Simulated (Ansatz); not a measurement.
Tl (hcp, Mg type)

```
Tl
1.0
    3.60828     0.00000     0.00000
   -1.80414     3.12487     0.00000
    0.00000     0.00000     5.57421
Tl
2
Direct
  0.33333   0.66667   0.75000
  0.66667   0.33333   0.25000
```

The relaxed cell is deformed in two ways at once: its volume V is scaled, and at that volume it is stretched along z (the c axis of the conventional cell) so that c/a changes. Fractional atomic positions are held.

All values below come from PBE (plane waves to 420 eV, PAW, scalar-relativistic; Ansatz, a quantum-chemistry and plane-wave program). k mesh 15×15×9 (Γ-centred), Fermi-Dirac smearing 0.05 eV. Compression counts positive. With partly filled bands, the response to shear is sensitive to the k mesh, so small differences along c/a are uncertain. Spin-orbit coupling is left out, though Tl is heavy. The relaxed volume of Tl is well above the measured one; the method has no dispersion term. Tl was relaxed with its symmetry unable to fall.

At one point of the scan the stress tensor (GPa) is:

```
    0.5      0.0      0.0
    0.0      0.5      0.0
    0.0      0.0      1.4
```

**Question.** Which point is it?
A. V/V₀ = 0.973, (c/a)/(c/a)₀ = 1.000
B. V/V₀ = 0.960, (c/a)/(c/a)₀ = 0.920
C. V/V₀ = 1.013, (c/a)/(c/a)₀ = 0.880
D. V/V₀ = 0.960, (c/a)/(c/a)₀ = 1.040

**Answer.** A, V/V₀ = 0.973, (c/a)/(c/a)₀ = 1.000

(A scan under strain: stresses follow from slopes of the energy per volume, elastic moduli from its curvatures.)
